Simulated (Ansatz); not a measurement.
Polymorphs of ScAl, each relaxed with plane-wave PAW LDA (Ansatz code):

A: CsCl type (Pm-3m)
a = b = c = 3.3073 Å, α = β = γ = 90.00°

```
atom  site  symmetry       x       y       z
----  ----  --------  ------  ------  ------
Sc      1b      m-3m  0.5000  0.5000  0.5000
Al      1a      m-3m  0.0000  0.0000  0.0000
```

B: Cmcm
a = 3.236 Å, b = 10.933 Å, c = 4.295 Å, α = 90.00°, β = 90.00°, γ = 90.00°

```tsv
atom	site	symmetry	x	y	z
Sc	4c	m2m	0.0000	0.1637	0.7500
Al	4c	m2m	0.0000	0.5693	0.2500
```

Task: Order them by energy per atom at 0 K (lowest first) at the level LDA.

Result: A (+0 meV/atom), B (+68 meV/atom)

Standing as an ambient phase not checked: A; B. All cells were relaxed under the symmetry of their starts (and spin orders); stability against distortions was not tested throughout. Rows with no word on spin ran without spin polarisation.

Energies hold the estimated change up to a 700 eV cutoff; steps of a few meV lie near the error of the meshes.

Potentials: the later of the program's two PAW sets.
